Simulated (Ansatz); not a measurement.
**91Zr NMR of the central transition in BaCaCeZrO6**

Cell: a computed structure from the Materials Project (it need not be an observed phase).

Space group P-1 (No. 2); a = 5.9736, b = 6.0469, c = 8.5440 Å, α = 89.73°, β = 89.75°.

```csv
site,Wyckoff,site symmetry,x,y,z
Ba,2i,1,0.4935,0.4681,0.2502
Ca,2i,1,0.0072,0.9631,0.2522
Ce5,1c,-1,0.0000,0.5000,0.0000
Ce6,1f,-1,0.5000,0.0000,0.5000
Zr7,1d,-1,0.5000,0.0000,0.0000
Zr8,1g,-1,0.0000,0.5000,0.5000
O9,2i,1,0.7883,0.8054,0.9379
O10,2i,1,0.7150,0.2972,0.5292
O13,2i,1,0.7022,0.2832,0.9664
O14,2i,1,0.8089,0.7924,0.5595
O17,2i,1,0.6069,0.9995,0.2416
O18,2i,1,0.9353,0.5649,0.2585
```

One atom of each set is listed.

The numbers come from a DFT calculation in Ansatz (r2SCAN, plane waves and PAW, scalar-relativistic, 500 eV cutoff, Γ-centred 4×4×3 k-points, Fermi–Dirac smearing 0.02 eV).

91Zr has I = 5/2 and Q = -176.0 mb (Pyykkö 2018); at 35.2 T its Larmor frequency is ν₀ = 139.9 MHz. Only the quadrupole interaction is simulated: positions count from each site's isotropic chemical shift, and J coupling is left out, as are shift anisotropy and dipolar coupling, which fast spinning averages.

The Zr sites: Zr7 (1 atom; 6 O at 2.11–2.16 Å); Zr8 (1 atom; 6 O at 2.11–2.17 Å).

Fitted components of the simulated spectrum:

```
component  |C_Q| (MHz)     η
        A         18.3  0.24
        B         20.5  0.30
```

(1) Which site most likely gives which component?

Answers

(1) By the calculation, A is Zr7, B is Zr8. Like point charges on the first shell alone (each adding as 1/d³) would give the same order.

Without spin–orbit coupling (the program notes it for Zr) the gradients are little affected as a rule: paired runs on crystals with a gap mostly move them by under 2 % at such atoms.

Hardware: 1 thread of Intel Xeon Platinum 8488C (Sapphire Rapids) (x86_64; 2 cores open to the job, memory cap 2.5 GiB, no GPU), a shared host with a load of 0.2 a core. Wall time 3.5 min, CPU time 3.5 min, peak memory 1.5 GiB.
